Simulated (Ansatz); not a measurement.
These are results of DFT LDA, scalar-relativistic, plane waves, PAW (Ansatz), not measurements. Cutoff 420 eV, Γ-centred k meshes of 256 to 2744 points, fixed occupations in insulators, in metals Fermi–Dirac smearing of 0.15 eV (Gaussian, 0.2 eV, where magnetic), no spin polarisation. Values of metals depend on mesh and smearing. Spin–orbit coupling is left out. Each crystal stands at its own equilibrium volume, in the symmetry named.

Order these crystals by the bulk modulus (Hill), lowest first.
A. C (P6_3/mmc, 4 atoms in the cell, 5.5 Å³/atom, C next to 4 C)
B. SrSnP (P4/nmm, 6 atoms in the cell, 26.8 Å³/atom, Sn next to 1 P)
C. AlN (P6_3mc, 4 atoms in the cell, 10.2 Å³/atom, Al next to 4 N)
D. ZrS (Fm-3m, 2 atoms in the cell, 16.9 Å³/atom, Zr next to 6 S)

Results:

B (49 GPa), D (155 GPa), C (210 GPa), A (467 GPa).